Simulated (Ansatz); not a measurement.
# GdRu3 (AuCu3-type structure)

Level of theory: DFT, PBE+U (U_eff = 6 eV on Gd 4f), scalar-relativistic, collinear spin; plane waves to 420 eV with PAW datasets (Ansatz 0.2.0), 8×8×8 k-mesh, Gaussian smearing of 0.05 eV; PAW files: Ansatz's generated set soft_2.

```cif
data_structure
_symmetry_space_group_name_H-M 'Pm-3m'
_symmetry_Int_Tables_number 221
_cell_length_a 4.0684
_cell_length_b 4.0684
_cell_length_c 4.0684
_cell_angle_alpha 90.000
_cell_angle_beta 90.000
_cell_angle_gamma 90.000
_cell_volume 67.34
loop_
_atom_site_label
_atom_site_type_symbol
_atom_site_symmetry_multiplicity
_atom_site_Wyckoff_symbol
_atom_site_fract_x
_atom_site_fract_y
_atom_site_fract_z
_atom_site_occupancy
Gd1 Gd 1 a 0.00000 0.00000 0.00000 1
Ru1 Ru 3 c 0.00000 0.50000 0.50000 1
```

The cell came from substitution into a structure type; no database entry of this phase was matched, which doesn't show that none exists.

Magnetic state: ferromagnetic, site spin moments Gd 7.03; Ru -0.36 μB.

The cell above was scaled in volume, its shape and atoms being fixed by the lattice's symmetry. Energies are counted from the cell above.

Cell and atoms are those of this level's equilibrium.

```tsv
V (Å³/atom)	ΔE (meV/atom)	P from the stress (GPa)
15.909	29.17	10.69
16.161	14.91	7.42
16.498	3.52	3.46
16.835	0.00	-0.08
17.171	3.54	-3.25
17.508	13.41	-6.09
18.013	38.58	-9.78
18.518	74.45	-12.89
```

**Question.** Do the energies and the pressures agree? Compare −ΔE/ΔV between neighbouring points (1 meV/Å³ = 0.1602 GPa) with the mean of their pressures.

**Answer.** 
| interval (Å³/atom) | −ΔE/ΔV (GPa) | mean P (GPa) |
| --- | --- | --- |
| 15.91 to 16.16 | 9.0 | 9.1 |
| 16.16 to 16.50 | 5.4 | 5.4 |
| 16.50 to 16.83 | 1.7 | 1.7 |
| 16.83 to 17.17 | -1.7 | -1.7 |
| 17.17 to 17.51 | -4.7 | -4.7 |
| 17.51 to 18.01 | -8.0 | -7.9 |
| 18.01 to 18.52 | -11.4 | -11.3 |
They differ by 0.05 GPa at most.

**Question.** What do the two routes give for V0, B0 and B0′?

**Answer.** A third-order Birch–Murnaghan fit of the energies: V0 = 16.83 Å³/atom, B0 = 168 GPa, B0′ = 4.6. A polynomial of P in ln V, with B = −dP/d ln V at P = 0: V0 = 16.83 Å³/atom, B0 = 168 GPa, B0′ = 4.6.

B0·V0 = 167.9 GPa × 16.83 Å³ = 17.64 eV/atom sets the scale: near the minimum ΔE ≈ ½ B0 V0 x², with x = V/V0 − 1, and a pressure of 1.7 GPa squeezes the volume by about 1 %. At the ends of the curve: x = −5.5 % predicts 26.3 meV/atom and the run gives 29.2; x = +10.0 % predicts 89.0 meV/atom and the run gives 74.4. The lopsidedness is anharmonic: atoms resist being pushed together more than being pulled apart.

Spin–orbit coupling, which matters for such heavy elements, is left out. The run wasn't fully tested for a lower electronic state. Site moments are of spin, integrated over atomic spheres. The moments were started parallel, and the real magnetic order may be another. The run is a metal.
